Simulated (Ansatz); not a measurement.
Na, A15: geometry optimisation

Theory: DFT, r2SCAN, plane waves (500 eV) with PAW, scalar-relativistic in Ansatz. (PAW data from PBE, frozen cores regenerated.)

k-point mesh 4×4×4, Fermi-Dirac smearing 0.1 eV, no spin polarisation. Cell and atoms relax.

Starting structure:

```yaml
crystal:
  lattice:
    - [6.7067694446, 0.0, 0.0]
    - [0.0, 6.7067694446, 0.0]
    - [0.0, 0.0, 6.7067694446]
  atoms:
    - { symbol: Na, position: [0.0, 0.0, 0.0] }
    - { symbol: Na, position: [0.5, 0.5, 0.5] }
    - { symbol: Na, position: [0.25, 0.0, 0.5] }
    - { symbol: Na, position: [0.75, 0.0, 0.5] }
    - { symbol: Na, position: [0.5, 0.25, 0.0] }
    - { symbol: Na, position: [0.5, 0.75, 0.0] }
    - { symbol: Na, position: [0.0, 0.5, 0.25] }
    - { symbol: Na, position: [0.0, 0.5, 0.75] }
hamiltonian:
  xc: r2scan
  pseudopotentials:
    kind: paw
    azcp:
      Na: "pseudopotentials/Na.paw.azcp"
basis:
  ecutwfc: 500
  fft_grid_basis: typed
kpoints:
  mp_grid: { grid: [4, 4, 4], shift: [0, 0, 0] }
magnetization:
  spin_polarized: false
scf:
  occupations: { method: fermi_dirac, width: 0.1 }
relax:
  max_steps: 60
  f_tol: 0.01
  cell: {}
```

Problem. What cell does the relaxation end in?

Solution. Pm-3n with a = 6.707 Å; 37.71 Å³ per atom against 37.71 at the start (0.0 %).

Problem. How much energy does the relaxation gain?

Solution. 0.0 meV per atom.
